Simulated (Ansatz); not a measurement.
A: BN (zinc blende), a = 3.6097 Å, b = 3.6097 Å, c = 3.6097 Å, α = 90.00°, β = 90.00°, γ = 90.00°
B: KI (rock salt), a = 7.0915 Å, b = 7.0915 Å, c = 7.0915 Å, α = 90.00°, β = 90.00°, γ = 90.00°
C: YN (rock salt), a = b = c = 4.896 Å, α = β = γ = 90.00°

Scan: energy over volume and axial ratio (atoms clamped). All come from one method, each on a k mesh of its own. All were relaxed with their symmetry unable to fall. Spin-orbit coupling is left out. YN is run without spin polarisation.

Problem. Put the candidates in order of shear modulus C′ = (C11 − C12)/2 (fitted), highest first, for r2SCAN (plane waves to 500 eV, PAW, scalar-relativistic; Ansatz, a quantum-chemistry and plane-wave program).

Solution. A (324 GPa), C (124 GPa), B (14 GPa)

(A scan under strain: stresses follow from slopes of the energy per volume, elastic moduli from its curvatures.)
